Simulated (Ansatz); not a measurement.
Here is an unrelaxed guess for WF3.

```xyz
4
Lattice="2.5706 1.4841 2.2349 -2.5706 1.4841 2.2349 0.0000 -2.9682 2.2349" Properties=species:S:1:pos:R:3 pbc="T T T"
W     0.0000    0.0000    0.0000
F     0.0000   -1.4841    1.1174
F     1.2853    0.7421    1.1174
F    -1.2853    0.7421    1.1174
```

All numbers below come from Ansatz 0.2.0, DFT PBE, scalar-relativistic, plane waves, PAW. Plane waves to 420 eV, a k mesh through Γ of 6×6×6 on the computed 4-atom cell and Gaussian smearing (0.10 eV); collinear spin from starting moments 0.0 0.0 0.0 0.0 μB.

The zero of energy is the elements' standard structures at the same level (F₂ as a molecule); no fitted shifts are applied.

Problem. Estimate its pressure, forces and energy as it stands.

Solution. The pressure is 60.0 GPa (the mean over three directions, positive in compression), the largest force is 0.00 eV/Å (symmetry fixes the atoms), and the energy is −1.12 eV/atom against the elements. The shortest distance is 1.86 Å.

Problem. How much does it gain on relaxing, and where does it end?

Solution. Relaxing gains about 0.68 eV/atom in 20 ionic steps and ends at −1.796 eV/atom on the finer mesh. The symmetry stays R-3m (No. 166). The volume per atom grows by 40.0 %, from 12.8 to 17.9 Å³. The shortest distance goes from 1.86 Å (W–F) to 2.08 Å (W–F). Conventional cell: a = 5.844 Å, c = 7.264 Å. W has 6 F at 2.08 Å; F has 2 W at 2.08 Å.

The last run used collinear spin, a 12×12×12 mesh for its 4-atom cell and Gaussian smearing of 0.01 eV. These runs have no spin–orbit coupling, which can matter for W. The magnetic state reached may not be the lowest. The relaxation can't lower the symmetry of the start. A structure relaxed within its symmetry needn't be a true minimum.
